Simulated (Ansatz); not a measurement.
Total density of states per atom from PBEsol in the plane-wave PAW code Ansatz, in 0.25 eV bins, energy from the Fermi level:

| E (eV) | states/eV/atom |
|---|---|
| -7.85 | 0.14 |
| -7.60 | 0.17 |
| -7.35 | 0.20 |
| -7.10 | 0.24 |
| -6.85 | 0.38 |
| -6.60 | 0.67 |
| -6.35 | 0.96 |
| -6.10 | 1.50 |
| -5.85 | 2.04 |
| -5.60 | 1.87 |
| -5.35 | 1.86 |
| -5.10 | 2.12 |
| -4.85 | 1.80 |
| -4.60 | 1.65 |
| -4.35 | 1.57 |
| -4.10 | 0.92 |
| -3.85 | 1.20 |
| -3.60 | 1.52 |
| -3.35 | 1.81 |
| -3.10 | 0.93 |
| -2.85 | 0.21 |
| -2.60 | 0.55 |
| -2.35 | 0.56 |
| -2.10 | 0.48 |
| -1.85 | 0.51 |
| -1.60 | 0.58 |
| -1.35 | 0.69 |
| -1.10 | 0.69 |
| -0.85 | 0.65 |
| -0.60 | 0.79 |
| -0.35 | 1.19 |
| -0.10 | 1.26 |
| 0.15 | 1.41 |
| 0.40 | 1.18 |
| 0.65 | 1.92 |
| 0.90 | 1.83 |
| 1.15 | 1.36 |
| 1.40 | 1.26 |
| 1.65 | 1.20 |
| 1.90 | 0.58 |
| 2.15 | 0.48 |
| 2.40 | 0.48 |
| 2.65 | 0.46 |
| 2.90 | 0.46 |
| 3.15 | 0.40 |
| 3.40 | 0.38 |
| 3.65 | 0.36 |
| 3.90 | 0.32 |
| 4.15 | 0.23 |
| 4.40 | 0.17 |
| 4.65 | 0.16 |

Task: Which of these materials gives this?
(A) Mg2Pt, I4/mcm (Mg on 8h, Pt on 4a)
(B) CeN, rock salt
(C) MoPt, P-6m2 (Mo on 1e, Pt on 1d)
(D) PtW, rock salt

Result: D, PtW, rock salt. Within 0.5 eV of the Fermi level: W 5d 71 %, Pt 5d 18 %, outside the projected shells 5 %. Projections are on Löwdin-orthogonalised atomic valence shells; empty p or d shells of many metals are not among them.

Space group Fm-3m (rock salt). The start of the workflow was typed in or built on a structure type; neither database checked (COD, Materials Project) lists it. Its standing as an ambient phase is unchecked. Symmetry was held in the PBEsol relaxation; whether a distortion lowers the energy is not shown. The run is not spin-polarised. Its formation energy is positive at this level, so the cell may be metastable or incomplete. Scalar-relativistic: spin–orbit coupling is off unless named, which matters more the heavier the elements.

Potentials: the later of the program's two PAW sets.
